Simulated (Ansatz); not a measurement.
# Structures of InGa2: which is lowest?

Plane-wave DFT in Ansatz with scalar-relativistic PAW potentials, cutoff 420 eV, Γ-centred meshes chosen by cell and gap, Gaussian smearing with energies taken to zero width. Every cell was relaxed (cell and atoms) in a run of its own, within the symmetry of its start. Functional: PBE.

Relaxed structures (starts from databases or built by putting these elements on another compound's sites):
A. P4/nmm, 6 atoms in the computed cell, a = 4.635 Å, c = 6.446 Å; sites (symmetry × multiplicity) In 4mm × 2, Ga -4m2 × 2 + 4mm × 2; start: built
B. Fd-3m, 6 atoms in the computed cell, a = 8.112 Å; sites (symmetry × multiplicity) In -43m × 8, Ga .-3m × 16; start: built
C. P6/mmm, 3 atoms in the computed cell, a = 4.788 Å, c = 3.365 Å; sites (symmetry × multiplicity) In 6/mmm × 1, Ga -6m2 × 2; start: built

Question: Rank them by energy. Could pressure change the order?

Answer:
| structure | group | E − E(lowest) (meV/atom) | V (Å³/atom) | gap on mesh (eV) |
| --- | --- | --- | --- | --- |
| B | Fd-3m | 0.0 | 22.24 | 0.00 |
| C | P6/mmm | 6.4 | 22.27 | 0.00 |
| A | P4/nmm | 7.4 | 23.08 | 0.00 |

B is lowest, 6 meV/atom under C. The two lowest differ in volume by under 3 %, too little for a first-order estimate of what pressure does to that pair (other pairs aren't weighed here); with rigid cells even 3 % in favour of the higher one would need about 2 GPa. Other structures may lie lower than all of these, and vibrations aren't counted.